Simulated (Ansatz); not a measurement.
HfC:
```xyz
4
Lattice="3.8400 0.0000 0.0000 -1.9200 3.3256 0.0000 0.0000 0.0000 4.6275" Properties=species:S:1:pos:R:3 pbc="T T T"
Hf     0.0000     2.2170     3.4706
Hf     1.9200     1.1085     1.1569
C      0.0000     2.2170     1.1569
C      1.9200     1.1085     3.4706
```

Relaxed with r²SCAN. Special points in fractions of this cell's reciprocal vectors: Γ (0.000, 0.000, 0.000); M (0.500, 0.000, 0.000); K (0.333, 0.333, 0.000); A (0.000, 0.000, 0.500); L (0.500, 0.000, 0.500); H (0.333, 0.333, 0.500).

List the band energies nearest the Fermi level at these points for r²SCAN with spin–orbit coupling (plane waves, PAW; program Ansatz).

In eV from the Fermi level; about four levels below and three above (degenerate sets whole), none deeper than 8.9 eV; points with the same levels are listed once.

```json
[
 {"k": "Γ", "below": "-2.77 -2.77 -2.07 -2.07", "above": "1.28 1.28 1.41 1.41"},
 {"k": "M", "below": "-1.36 -1.36 -0.30 -0.30", "above": "0.39 0.39 1.99 1.99"},
 {"k": "K", "below": "-1.70 -1.70 -0.88 -0.88", "above": "0.31 0.31 0.77 0.77"},
 {"k": "A", "below": "-3.26 -3.26 -3.26 -3.26", "above": "4.48 4.48 4.48 4.48"},
 {"k": "L", "below": "-1.73 -1.73 -1.73 -1.73", "above": "2.63 2.63 2.63 2.63"},
 {"k": "H", "below": "-2.04 -2.04 -2.03 -2.03", "above": "1.48 1.48 1.79 1.79"}
]
```

Space group P6_3/mmc. The start of the workflow was typed in or built on a structure type; the Crystallography Open Database copy checked does not list it. It is not the phase usual at ambient conditions (space group No. 225). The r²SCAN relaxation kept the symmetry of its start; its stability against distortions is not shown here. The run is not spin-polarised.

Potentials: the earlier of the program's two PAW sets.
